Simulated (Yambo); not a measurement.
Cs2NaScF6 (space group Fm-3m, No. 225), G0W0@LDA (Yambo, plasmon pole, terminator in G, 2×2×2 mesh): gap Γ → Γ in eV by bands and screening block.

| bands (W and G) | 2 Ry | 3 Ry | 5 Ry | 6 Ry | 8 Ry |
|---|---|---|---|---|---|
| 85 | 13.56 | ___ | 12.30 | 12.24 | 12.15 |
| 129 | 13.29 | 12.46 | 12.05 | 12.00 | 11.91 |
| 191 | 13.16 | 12.36 | 11.94 | 11.87 | 11.82 |
| 264 | 13.14 | ___ | ___ | 11.89 | 11.82 |
| 342 | 13.17 | 12.34 | 11.91 | 11.87 | 11.80 |

**Question.** Estimate the withheld gaps from their neighbours; the computed values follow.

**Answer.** 
- 85, 3 Ry: 12.73
- 264, 3 Ry: 12.33
- 264, 5 Ry: 11.95

The largest settings aren't shown to be the converged limit.

Geometry of the Materials Project entry, not relaxed at this level; primitive cell a = b = c = 6.3589 Å, α = β = γ = 60.00°.

The structure is a Materials Project entry; no match was found in the copy of COD used, and its stability was not checked.
